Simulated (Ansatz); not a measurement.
Level of theory: Ansatz 0.2.0, DFT PBE, scalar-relativistic, plane waves, PAW. Settings: cutoff 420 eV, Γ-centred meshes spaced at most about 0.3 Å⁻¹, and about 0.25 Å⁻¹ or finer for metals (2π included), Gaussian smearing. No spin polarisation in the final relaxations.

All energies are static (0 K, no zero-point motion).

Two relaxed structures of Sn2TeO3:

A.

```xyz
6
Lattice="6.3017 0.0000 0.0000 -3.1508 5.4574 0.0000 0.0000 0.0000 3.1447" Properties=species:S:1:pos:R:3 pbc="T T T"
Sn    3.1508    1.8191    1.3470
Sn    0.0000    3.6383    1.3470
Te    0.0000    0.0000    0.2443
O    -1.5754    2.7287    0.2470
O     3.1508    0.0000    0.2470
O     1.5754    2.7287    0.2470
```

B.

```xyz
6
Lattice="3.3713 0.0000 0.0000 0.0000 3.3713 0.0000 0.0000 0.0000 9.6314" Properties=species:S:1:pos:R:3 pbc="T T T"
Sn    1.6857    0.0000    6.2039
Sn    0.0000    1.6857    3.4275
Te    1.6857    1.6857    0.0000
O     1.6857    0.0000    4.0416
O     0.0000    1.6857    5.5898
O     0.0000    0.0000    0.0000
```

Question: Which would you expect to be lower, and how large is the difference?

Answer: B is lower, by 157 meV/atom. A has space group P6mm (No. 183), 18.0 Å³/atom and no gap on its mesh; B has space group P-4m2 (No. 115), 18.2 Å³/atom and no gap. Counting O or Te atoms around Sn (for each partner element, those within 1.25 times its shortest distance or 1.15 times the sum of covalent radii, where it is the nearest in units of that sum or under 1.3; a plus sign parts groups by distance over the sum of covalent radii), A has Sn 3 and B has Sn 1+4. In A, around Sn lie 3 O at 2.13 Å; around Te lie 2 Te at 3.14 Å and 6 O at 3.15 Å; O is surrounded by 2 Sn at 2.13 Å, 2 Sn at 2.74 Å, 6 O at 3.14–3.15 Å and 2 Te at 3.15 Å. In B, around Sn lie 1 O at 2.16 Å and 4 O at 2.46 Å; Te is surrounded by 4 O at 2.38 Å; around O on a site of symmetry 2mm lie 1 Sn at 2.16 Å, 4 Sn at 2.46 Å and 4 O at 2.84 Å; 1 more site not described. Both come from invented guesses.

Weakly bound directions are ill-defined at this level, which has no dispersion term (P-4m2), and this can change margins and order among such cells. These runs have no spin–orbit coupling, which can matter for Te. Cells relaxed within their symmetry can be saddle points.
